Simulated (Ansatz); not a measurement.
This cell of SiC (6H type, space group P6_3mc) is off equilibrium:

```xyz
12
Lattice="3.1325 0.0000 0.0000 -1.5662 2.7128 0.0000 0.0000 0.0000 15.3718" Properties=species:S:1:pos:R:3 pbc="T T T"
Si     0.0000     0.0000    15.3694
Si     0.0000     0.0000     7.6835
Si     1.5662     0.9043    12.8058
Si     0.0000     1.8085     5.1199
Si     1.5662     0.9043     2.5610
Si     0.0000     1.8085    10.2469
C      0.0000     0.0000    13.4420
C      0.0000     0.0000     5.7561
C      1.5662     0.9043    10.8846
C      0.0000     1.8085     3.1987
C      1.5662     0.9043     0.6400
C      0.0000     1.8085     8.3259
```

Method: r2SCAN (plane waves to 500 eV, PAW, scalar-relativistic; Ansatz, a first-principles code). k mesh 10×10×2 (Γ-centred), Fermi-Dirac smearing 0.05 eV. Energies are smeared free energies. Compression counts positive. SiC was relaxed with its symmetry unable to fall. The PAW data are Ansatz's earlier set.

Question: Give the stress tensor in GPa and the pressure.

Answer: 
```
  -10.7      0.0      0.0
    0.0    -10.7      0.0
    0.0      0.0    -10.6
```
The pressure, a third of the trace, is -10.7 GPa.

Question: It is the relaxed cell scaled evenly to V/V₀ = 1.053, atoms relaxed where free. What is its energy relative to the relaxed cell?

Answer: 19.2 meV/atom.

(Under strain, the slope of the energy per volume gives the stress and its curvature an elastic modulus.)
